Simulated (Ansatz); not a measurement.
A plane-wave DFT run in Ansatz 0.2.0 (scalar-relativistic PAW potentials unless the input names others): input and command.

```yaml
crystal:
  lattice:
    - [3.8679403904, 0.0, 0.0]
    - [0.0, 3.8679403637, 0.0004546697]
    - [0.0, -1.9331483227, 7.1327544692]
  atoms:
    - { symbol: Zr, position: [0.25, 0.1033852022, 0.2068005124] }
    - { symbol: Zr, position: [0.75, 0.8966147978, 0.7931994876] }
    - { symbol: Si, position: [0.75, 0.5552341336, 0.1105340138] }
    - { symbol: Si, position: [0.25, 0.4447658664, 0.8894659862] }
    - { symbol: Si, position: [0.25, 0.7497604636, 0.5000178387] }
    - { symbol: Si, position: [0.75, 0.2502395364, 0.4999821613] }
basis:
  ecutwfc: 420
kpoints:
  mp_grid: { grid: [9, 9, 5], kspacing: 0.3 }
hamiltonian:
  xc: pbe
scf:
  occupations: { method: gaussian, width: 0.1 }
  max_iter: 80
output:
  forces: true
  eigenvalues: true
  stress: true
```

```bash
ansatz run input.yaml --threads 4 --pin off --max-ram 8192MiB --backend cpu --events-out ev --progress --plain --runs-dir out
```

**Question.** What will the program do with this input?

**Answer.** The program refuses it, because of a mesh typed together with a spacing (kpoints.mp_grid.kspacing: not typed → 0.3). Without that key it is accepted.

Abridged log:
```
Error: invalid value for `kpoints.mp_grid.kspacing`: mutually exclusive with `grid` — set one or the other
```